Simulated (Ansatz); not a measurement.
With DFT-PBE in the program Ansatz with PAW potentials, CoPtAu in the trigonal phase (P3m1; Co on 1a, Pt on 1b, Au on 1c) relaxes to a = 2.789 Å, c = 6.736 Å. Co has 12 nearest neighbours from 2.60 Å (cuboctahedral); Au has 12 nearest neighbours from 2.72 Å (cuboctahedral). Against the elements it lies at 0.088 eV/atom, with no fitted shifts.

Electronic character: metallic (no gap). The magnetic state found is ferromagnetic. The net moment is 0.73 μB per atom.

The start of the workflow was typed in or built on a structure type; neither database checked (COD, Materials Project) lists it. Its standing as an ambient phase is unchecked. Symmetry was held in the PBE relaxation; whether a distortion lowers the energy is not shown. The final state is ferromagnetic, the only order run, not a proven ground state. Axis ratios of metals converge slowly with the k-mesh, so a and c are less sure than the volume. The references are the lowest solids computed at this level, not always the standard phases. Scalar-relativistic: spin–orbit coupling is off unless named, which matters more the heavier the elements.

Potentials: the later of the program's two PAW sets.
